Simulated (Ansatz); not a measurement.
A geometry of Ge away from equilibrium: step 2 of the relaxation of a relaxed Ge cell shaken by Gaussian noise of σ = 0.08 Å a coordinate. All values below come from PBEsol (plane waves to 420 eV, PAW, scalar-relativistic; Ansatz, an electronic-structure program). Γ-centred k-mesh 5×5×5 on the run's cell (coarser than for final values), Fermi–Dirac smearing 0.05 eV.

```xyz
8
Lattice="5.3179 -0.0165 -0.0236 -0.0165 5.3424 0.0193 -0.0236 0.0193 5.3432" Properties=species:S:1:pos:R:3:forces:R:3 pbc="T T T" free_energy=-34025.549 pressure_GPa=-0.2
Ge     1.3900     0.0484     2.7831   -0.1380   -0.0646    0.0661
Ge     4.0191    -0.0121     2.5965    0.1592   -0.0221    0.0959
Ge    -0.1149     2.7194     1.1576    0.0188   -0.0044   -0.3381
Ge     0.0270     2.5778     3.8068   -0.0307    0.0150   -0.0850
Ge     2.6780     1.3828     0.1609    0.0114   -0.0724    0.0170
Ge     2.5922     4.0236     0.1170    0.0137    0.1191    0.0378
Ge     0.0092     0.0295     0.0558   -0.0506   -0.0275    0.0465
Ge     2.6436     2.6384     2.7443    0.0162    0.0569    0.1599
```

Positions in Å, forces in eV/Å, free energy of the cell in eV (comparable only within this code, potentials and settings). Largest force: 0.34 eV/Å, on Ge3 (atoms numbered as listed); the geometry lies 0.12 to 0.16 eV/atom (the two k-meshes of the run give this range) above the end of its relaxation.

No spin polarisation in the result.

The end of the path is a generated cell of Ge: the first start was made by placing the elements on the sites of a structure type, and the end was not matched to a known phase here, so it may be hypothetical. Known forms of Ge include space group No. 227.
